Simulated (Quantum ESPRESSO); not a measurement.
Simulation results for Al₂ZnGeN₄ (made-up cell)

Computed with Quantum ESPRESSO 7.5. Calculation on a made-up crystal cell, not a measurement: periodic Kohn-Sham density functional theory in plane waves with PseudoDojo standard norm-conserving scalar-relativistic pseudopotentials, each functional with its own files (v0.5 for PBE, v0.4.1 for LDA and PBEsol), no spin polarisation, no spin-orbit coupling, atoms not relaxed, stress positive in tension, energies less a fixed whole-eV offset for each atom's element; levels are Kohn-Sham levels at fractions of this cell's reciprocal vectors, counted from the reference band (half the neutral cell's valence electrons, rounded up) at Gamma; error bars cover cutoff and k-mesh only, not smearing or the files; added strain carries the atoms with the cell, and shear is the tensor component; each bar is the largest change over components, and at least 0.002 eV, 0.002 eV per angstrom or 0.02 GPa; energies are for the whole cell, and the offsets were chosen from early runs and are not element reference energies.

Al₂ZnGeN₄ (made-up cell)

Unstrained structure:
```
Al2ZnGeN4
1.0
      4.6633     0.0000     0.0000
      0.0000     4.6633     0.0000
      0.0000     0.0000     4.6633
Al Zn Al Ge N
1 1 1 1 4
Direct
  0.02376 -0.01006 0.00909
  -0.01409 0.49000 0.49178
  0.52242 0.00150 0.49383
  0.50196 0.51309 0.01863
  0.25122 0.25561 0.24455
  0.23599 0.74023 0.75209
  0.73469 0.26175 0.74256
  0.75361 0.75511 0.23728
```

```
lattice type         : zincblende/diamond
functional           : pbe
cutoff               : 1143 eV
fermi dirac smearing : 0.025 eV
scf tolerance        : 1e-07 eV
electrons removed    : 0
added strain kind    : shear xy
added strain         : 0.0116
k mesh               : 4 x 4 x 4, shifted by half a step
structure shown      : before the added strain of 0.0116
```

Atoms:
```tsv
atoms element	atom site	atom energy offset (eV)
Al	1	-64
Zn	2	-5687
Al	3	-64
Ge	4	-2430
N	5	-283
N	6	-283
N	7	-283
N	8	-283
```

Question: Al₂ZnGeN₄ (made-up cell): stress zz?
Answer: 16.11 GPa

Question: Estimate the stress yz of Al₂ZnGeN₄ (made-up cell).
Answer: 0.3766 GPa

Further results for Al₂ZnGeN₄ (made-up cell):

```
free energy less offsets : -1.606 eV
smearing term minus ts   : 0 eV
scf iterations           : 13
pressure                 : -16.42 GPa
stress xx                : 16.11 GPa
stress yy                : 17.05 GPa
stress xz                : 0.6941 GPa
stress xy                : 2.858 GPa
error bar energy         : 0.002495 eV
error bar stress         : 0.02 GPa
error bar force          : 0.002 eV/Å
error bars from          : tighter rerun of a related cell
```

Forces:
```tsv
site	x (eV/Å)	y (eV/Å)	z (eV/Å)
1	-0.8828	0.7847	-0.985
2	0.4827	0.1515	0.6165
3	-1.239	0.3763	0.672
4	-0.58	-0.9254	-1.991
5	1.345	-1.215	-0.4715
6	1.859	1.172	0.7708
7	-0.2401	-1.33	1.594
8	-0.7449	0.9856	-0.2056
```
